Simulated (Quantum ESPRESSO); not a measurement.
# Band energies of Li

```
Li
1.0
    3.01480     0.00000     0.00000
   -1.50740     2.61089     0.00000
    0.00000     0.00000     5.10832
Li
2
Direct
  0.33333   0.66667   0.25000
  0.66667   0.33333   0.75000
```

PBEsol (pw.x of Quantum ESPRESSO, ONCV potentials, scalar-relativistic); path ΓMKΓALHA,LM,KH; energies in eV from the Fermi level.

```csv
k (1/Å),point,band 1,band 2,band 3,band 4,band 5,band 6
0.00,Γ,-45.93,-45.92,-3.56,-0.20,2.66,13.03
0.33,,-45.93,-45.91,-3.26,0.20,2.79,10.43
0.66,,-45.92,-45.91,-2.35,1.41,2.99,7.09
0.98,,-45.92,-45.91,-0.87,2.07,3.38,5.88
1.20,M,-45.91,-45.91,0.00,1.13,4.69,5.79
1.43,,-45.91,-45.91,0.19,1.29,4.89,5.98
1.78,,-45.91,-45.91,1.14,2.03,3.09,5.92
1.90,K,-45.91,-45.91,1.43,2.37,2.37,6.10
2.11,,-45.91,-45.91,0.34,2.96,3.11,4.86
2.54,,-45.92,-45.91,-1.98,1.88,3.17,6.47
2.86,,-45.93,-45.91,-3.05,0.48,2.87,9.68
3.18,,-45.93,-45.92,-3.53,-0.16,2.68,12.67
3.29,Γ,-45.93,-45.92,-3.56,-0.20,2.66,13.03
3.66,,-45.93,-45.92,-3.18,-1.52,4.90,10.43
3.90,A,-45.93,-45.93,-2.50,-2.50,7.48,7.48
4.00,,-45.93,-45.93,-2.47,-2.47,7.49,7.49
4.30,,-45.92,-45.92,-2.03,-2.03,7.69,7.69
4.70,,-45.91,-45.91,-0.68,-0.68,5.93,5.93
5.01,,-45.91,-45.91,0.57,0.57,3.81,3.81
5.11,L,-45.91,-45.91,0.73,0.73,3.60,3.60
5.30,,-45.91,-45.91,0.88,0.88,3.61,3.61
5.70,,-45.91,-45.91,2.01,2.01,3.09,3.09
5.80,H,-45.91,-45.91,2.29,2.29,2.83,2.83
5.99,,-45.91,-45.91,1.47,1.47,3.68,3.68
6.26,,-45.91,-45.91,-0.06,-0.06,5.75,5.75
6.63,,-45.92,-45.92,-1.61,-1.61,7.82,7.82
6.91,,-45.92,-45.92,-2.28,-2.28,7.60,7.60
7.19,A,-45.93,-45.93,-2.50,-2.50,7.48,7.48
7.19,L,-45.91,-45.91,0.73,0.73,3.60,3.60
7.50,,-45.91,-45.91,0.22,1.08,4.10,4.18
7.80,M,-45.91,-45.91,0.00,1.13,4.69,5.79
7.80,K,-45.91,-45.91,1.43,2.37,2.37,6.10
8.01,,-45.91,-45.91,1.59,2.35,2.35,5.18
8.42,H,-45.91,-45.91,2.29,2.29,2.83,2.83
```

A metal at this level: along this path bands 3, 4 cross the Fermi level.

Geometry of the Materials Project entry, not relaxed at this level.

This is not the ordinary phase of the substance.
